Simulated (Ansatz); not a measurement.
Pt: comparing deformations

Theory: DFT r2SCAN, scalar-relativistic, plane waves, PAW in Ansatz 0.2.0. Cutoff 500 eV, Γ-centred 26×26×26 k-points, Gaussian smearing of 0.15 eV. Spin–orbit coupling is left out, which can shift energies with elements as heavy as these. No spin polarisation. Energies are free energies at this smearing, counted from the undisturbed cell; pressure is positive in compression.

Zero of the scan (relaxed at this level; with this scan's settings it stands at 0.2 GPa; this bcc form isn't the usual structure):

```
Pt
1.0
    -1.56949    1.56949    1.56949
     1.56949   -1.56949    1.56949
     1.56949    1.56949   -1.56949
Pt
1
Cartesian
  0.0000 0.0000 0.0000
```

The cell is strained by ε times a Voigt pattern (xx, yy, zz, yz, xz, xy; engineering shear) with fractional coordinates fixed. τ = (1/V0) dE/dε comes from the stress tensor. Of each scan, only the three points used here are listed.

| pattern | ε | τ (GPa) |
| --- | --- | --- |
| (1, 1, 0, 0, 0, 0) | -0.0150 | -16.19 |
| (1, 1, 0, 0, 0, 0) | 0.0000 | -0.33 |
| (1, 1, 0, 0, 0, 0) | 0.0150 | 13.35 |
| (0, 0, 1, 0, 0, 0) | -0.0150 | -3.27 |
| (0, 0, 1, 0, 0, 0) | 0.0000 | -0.17 |
| (0, 0, 1, 0, 0, 0) | 0.0150 | 2.77 |
| (0, 1, 0, 0, 0, 0) | -0.0100 | -2.21 |
| (0, 1, 0, 0, 0, 0) | 0.0000 | -0.17 |
| (0, 1, 0, 0, 0, 0) | 0.0100 | 1.80 |

Which constants do the scans give, and which deformation costs least for the same size of strain tensor?

The slope dτ/dε at zero (parabola through three points) is pᵀCp: (1, 1, 0, 0, 0, 0) gives 2(C11 + C12) = 985 GPa; (0, 0, 1, 0, 0, 0) gives C11 = 201 GPa; (0, 1, 0, 0, 0, 0) gives C11 = 201 GPa. The size of the strain tensor, ε:ε, is ε² times 2.0, 1.0, 1.0. Per unit of it the stiffnesses are 492, 201, 201 GPa, so (0, 1, 0, 0, 0, 0) is the softest of these, level with (0, 0, 1, 0, 0, 0) (alike by symmetry): at ε:ε = (1 %)² the quadratic term costs 0.97 meV/atom against 2.38 for the stiffest.

In a metal these slopes depend on the k mesh and the smearing.